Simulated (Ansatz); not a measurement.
SiO₂:
```cif
data_O6Si3
_chemical_formula_sum 'Si3 O6'
_space_group_name_H-M_alt 'P 1'
_space_group_IT_number 1
_cell_length_a 4.94828
_cell_length_b 4.94828
_cell_length_c 5.44127
_cell_angle_alpha 90.000
_cell_angle_beta 90.000
_cell_angle_gamma 120.000
loop_
_space_group_symop_operation_xyz
  'x, y, z'
loop_
_atom_site_label
_atom_site_type_symbol
_atom_site_fract_x
_atom_site_fract_y
_atom_site_fract_z
_atom_site_occupancy
Si1 Si 0.00000 0.47027 0.33333 1
Si2 Si 0.52973 0.52973 0.00000 1
Si3 Si 0.47027 0.00000 0.66667 1
O1 O 0.14537 0.73288 0.54797 1
O2 O 0.26712 0.41249 0.21464 1
O3 O 0.58751 0.85463 0.88130 1
O4 O 0.73288 0.14537 0.45203 1
O5 O 0.41249 0.26712 0.78536 1
O6 O 0.85463 0.58751 0.11870 1
```

Relaxed with PBEsol. The program Ansatz at the PBEsol level (PAW) gives a gap of 5.72 eV.

Problem. What gap does HSE06 give on the same cell (Ansatz, PAW)?

Solution. 7.67 eV, 1.95 eV more. The hybrid was solved on a coarser mesh and at special points; the gap given is the minimum over both.

| k | v1 PBEsol | c1 PBEsol | v1 HSE06 | c1 HSE06 |
|---|---|---|---|---|
| Γ | -0.31 | 5.72 | -0.32 | 7.67 |
| A | -0.09 | 7.67 | … | … |
| K | 0.00 | 8.62 | … | … |
| H | -0.57 | 8.62 | -0.60 | 10.87 |
| M | -0.04 | 7.95 | … | … |
| L | -0.18 | 8.55 | … | … |

Problem. Top valence (v1) and lowest conduction level (c1) in eV from each method's valence maximum (which need not be a listed point): supply the withheld HSE06 values.

Solution. 
- M, v1 HSE06: -0.04
- M, c1 HSE06: 10.04
- K, v1 HSE06: 0.00
- K, c1 HSE06: 10.72
- A, v1 HSE06: -0.10
- A, c1 HSE06: 9.69
- L, v1 HSE06: -0.19
- L, c1 HSE06: 10.77

Cost on shared cores: the PBEsol run (SCF on a 7×7×5 mesh, then bands and DOS) roughly 50 core-seconds, the HSE06 run (SCF on 4×4×3, then a few points) roughly 90 core-seconds; the tasks are unlike.

Space group P3_221. Symmetry was held in the PBEsol relaxation.

Potentials: the earlier of the program's two PAW sets. The files were generated under PBE; for other functionals the program regenerates the frozen cores, and for LDA and PBEsol the local potential too.
